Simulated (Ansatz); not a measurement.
Au₂S in space group Pn-3m (No. 224; S on 2a, Au on 4c) at seven volumes, r²SCAN in the plane-wave PAW code Ansatz, scaled uniformly. One row is withheld.

```csv
V (Å³/atom),P (GPa)
22.303,9.43
23.039,?
23.774,2.59
24.509,0.00
25.244,-2.14
25.980,-3.92
26.715,-5.40
```

Problem. Fit the shown pressures and predict the withheld one.

Solution. Third-order Birch–Murnaghan: P = (3/2)B₀(x^(7/2) − x^(5/2))[1 + (3/4)(B′ − 4)(x − 1)] with x = (V₀/V)^(2/3). Least squares on the six rows gives V₀ = 24.511 Å³/atom, B₀ = 78.28 GPa, B′ = 5.16. At V = 23.039, x = 1.0422 and P = 5.69 GPa. The run itself gave 5.69 GPa.

The first step of the workflow began from a Materials Project structure, measured or hypothetical; the Crystallography Open Database files this formula in space group No. 224, but the cells were not matched. Whether it is the stable phase at ambient conditions was not checked. The cell was relaxed with r²SCAN under the symmetry of its start; its stability against distortions is not shown here. Spin–orbit coupling is left out wherever it is not named.

Potentials: the later of the program's two PAW sets.
